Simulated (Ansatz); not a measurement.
Structures of Mg3Re: which is lowest?

Plane-wave DFT in Ansatz with scalar-relativistic PAW potentials, cutoff 420 eV, Γ-centred meshes chosen by cell and gap, Gaussian smearing with energies taken to zero width. Every cell was relaxed (cell and atoms) in a run of its own, within the symmetry of its start. Functional: PBE.

Relaxed structures (starts from databases or built by putting these elements on another compound's sites):
A. P6_3/mmc, 8 atoms in the computed cell, a = 5.889 Å, c = 4.799 Å; sites (symmetry × multiplicity) Mg mm2 × 6, Re -6m2 × 2; start: built
B. Pm-3m, 4 atoms in the computed cell, a = 4.146 Å; sites (symmetry × multiplicity) Mg 4/mm.m × 3, Re m-3m × 1; start: built

Task: Rank them by energy. Could pressure change the order?

Result:
| structure | group | E − E(lowest) (meV/atom) | V (Å³/atom) | gap on mesh (eV) |
| --- | --- | --- | --- | --- |
| A | P6_3/mmc | 0.0 | 18.02 | 0.00 |
| B | Pm-3m | 3.8 | 17.82 | 0.00 |

A and B are level within the 5 meV/atom that separate runs leave open. The two lowest differ in volume by under 3 %, too little for a first-order estimate of what pressure does to that pair (other pairs aren't weighed here). Other structures may lie lower than all of these, and vibrations aren't counted.

Spin-orbit coupling is left out, which matters for the bands of heavy elements.